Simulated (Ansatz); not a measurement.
Mo (bcc (W type), Im-3m) under volume change, PBE+D3(BJ) in the plane-wave PAW code Ansatz, scaled uniformly.

| V (Å³/atom) | E − E(relaxed) (meV/atom) | P (GPa) |
|---|---|---|
| 13.955 | 127.3 | 32.10 |
| 14.416 | … | … |
| 14.876 | 12.6 | 9.04 |
| 15.336 | 0.0 | 0.00 |
| 15.796 | 11.3 | -7.70 |
| 16.256 | 43.1 | -14.25 |
| 16.716 | … | … |

Problem. Fill in the missing entries.

Solution. 
- 16.716, E − E(relaxed) (meV/atom): 92.3
- 16.716, P (GPa): -19.83
- 14.416, E − E(relaxed) (meV/atom): 53.4
- 14.416, P (GPa): 19.65

Problem. What does a third-order Birch–Murnaghan fit give for V₀, B₀ and B′?

Solution. V₀ = 15.34 Å³/atom, B₀ = 277 GPa, B′ = 4.3.

Symmetry was held in the PBE+D3(BJ) relaxation. No spin polarisation was allowed. The pairwise dispersion correction was not fitted to metals.

Potentials: the later of the program's two PAW sets.
